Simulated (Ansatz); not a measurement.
# Stationary points along a deformation path in TaRu

Level of theory: DFT PBEsol, scalar-relativistic, plane waves, PAW in Ansatz 0.2.0. Cutoff 420 eV, Γ-centred 18×18×16 k-points, Gaussian smearing of 0.15 eV. Spin–orbit coupling is left out, which can shift energies with elements as heavy as these. No spin polarisation. Energies are free energies at this smearing, counted from the undisturbed cell; pressure is positive in compression.

The undisturbed cell (as given, not relaxed at this level; it stands at -5.2 GPa, and it needn't be the usual structure):

```
Ta Ru
1.0
     3.05300    0.00000    0.00000
     0.00000    3.05300    0.00000
     0.00000    0.00000    3.38900
Ta Ru
1 1
Direct
  0.50000 0.50000 0.50000
  0.00000 0.00000 0.00000
```

At fixed volume and fractional coordinates, lengths along (0.000, 0.000, 1.000) are scaled against those across it; ρ is that ratio over its starting value. V = 15.794 Å³/atom. Δσ is the stress along the axis less the mean stress across it (compression positive).

```csv
ρ,ΔE (meV/atom),Δσ (GPa),space group
0.800,48.2,12.34,P4/mmm
0.850,24.6,0.26,P4/mmm
0.920,28.9,4.28,P4/mmm
0.960,11.5,6.63,P4/mmm
1.000,0.0,1.14,P4/mmm
1.050,8.5,-6.53,P4/mmm
1.100,40.1,-13.94,P4/mmm
1.200,129.5,-15.07,P4/mmm
1.300,211.1,-17.43,P4/mmm
```

Problem. How does the stress give the slope of the energy, and where is the energy stationary?

Solution. Along the path d ln(length) is 2/3 d ln ρ on the axis and −1/3 d ln ρ across it, so dE/d ln ρ = −(2/3) V Δσ: the energy falls with ρ where Δσ is positive. Δσ vanishes or changes sign between ρ = 0.850 and 0.920, at least a minimum and a maximum (the energy rises over this step, yet the slope at both ends points the other way); between ρ = 1.000 and 1.050, a minimum (near 1.01 by linear interpolation). Pairs of stationary points between two samples would go unseen, and could change a minimum read from distant neighbours into a maximum.

Problem. Integrate that slope from ρ = 1 to 0.850 by the trapezoid rule.

Solution. With V/N in Å³ and 1 eV/Å³ = 160.2 GPa the slopes at ρ = 1.000, 0.960, 0.920, 0.850 are -75, -436, -281, -17 meV/atom per unit of ln ρ. The steps add 10.4 + 15.3 + 11.8 = 37.5 meV/atom, against 24.6 from the energies; the trapezoid rule misses the curvature of the slope within each step.

In a metal these slopes depend on the k mesh and the smearing.